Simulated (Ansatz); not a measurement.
Task: Each is relaxed and computed with r²SCAN in the plane-wave PAW code Ansatz. Which alone has a direct gap?
A. SiO2, P3_121 (Si on 3b, O on 6c)
B. Ta2O5, Pbam (Ta on 4g, O on 4h, O on 2a, O on 4g)
C. CoO, wurtzite
D. KTlO2, R-3m (K on 3b, Tl on 3a, O on 6c)

Result: B, Ta2O5, Pbam (Ta on 4g, O on 4h, O on 2a, O on 4g). Ta2O5: gap 2.69 eV (direct); CoO: gap 0.69 eV (indirect); SiO2: gap 6.60 eV (indirect); KTlO2: gap 1.30 eV (indirect). Spin orders computed, not proven ground states: CoO, wurtzite antiferromagnetic. Not the usual ambient phase: CoO, wurtzite. Standing as an ambient phase not checked: Ta2O5, Pbam (Ta on 4g, O on 4h, O on 2a, O on 4g); KTlO2, R-3m (K on 3b, Tl on 3a, O on 6c). All cells were relaxed under the symmetry of their starts (and spin orders); stability against distortions was not tested throughout. Cells of antiferromagnets are given as chemical subcells. Rows with no word on spin ran without spin polarisation. No Hubbard U is applied. Spin–orbit coupling is left out wherever it is not named.

Potentials: the later of the program's two PAW sets.
